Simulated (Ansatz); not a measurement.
## What DFT gives for Cs2LiYF6

```
Y F Li Cs
1.0
     0.00000    4.64005    4.64005
     4.64005    0.00000    4.64005
     4.64005    4.64005    0.00000
Y F Li Cs
1 6 1 2
Cartesian
  0.0000 0.0000 0.0000
  2.3243 4.6400 4.6400
  4.6400 2.3243 4.6400
  6.9558 4.6400 4.6400
  4.6400 6.9558 4.6400
  4.6400 4.6400 2.3243
  4.6400 4.6400 6.9558
  4.6400 4.6400 4.6400
  2.3200 2.3200 2.3200
  6.9601 6.9601 6.9601
```

The numbers come from plane-wave PAW DFT (Ansatz): r2SCAN, no spin polarisation, 500 eV, 5×5×5 Γ-centred k points, fermi-dirac occupations (width 0.1 eV). Nothing was relaxed.

(1) Which orbitals make up the band edges?

(2) Where is the largest force?

(3) How is the charge shared?

(4) Is the cell too large or too small?

(5) Metal or insulator? Give the gap.

Origin: a known structure type with other elements, at an estimated volume, so it need not be a known compound.

Answers

(1) Within 0.7 eV of the edges, the states project mainly on F p (96 %) below the gap and on Y d (84 %) above it.

(2) The largest is on F7 (and as large on other atoms): 1.12 eV/Å, components (0.00, 0.00, 1.12). It makes 180° with the line to a nearest neighbour, Li8 at 2.32 Å, pointing away from it.

(3) Bader charges in e: Cs +0.91, Li +0.95, Y +2.38, F -0.86. In the mean Y gives up most and F takes most.

(4) The pressure is -7.3 GPa (compression positive), so with the atoms held at these fractions the cell would first shrink; the forces are large, so a full relaxation may end otherwise.

(5) The gap is 7.40 eV, direct at the points sampled. A semilocal functional usually gives too small a gap.
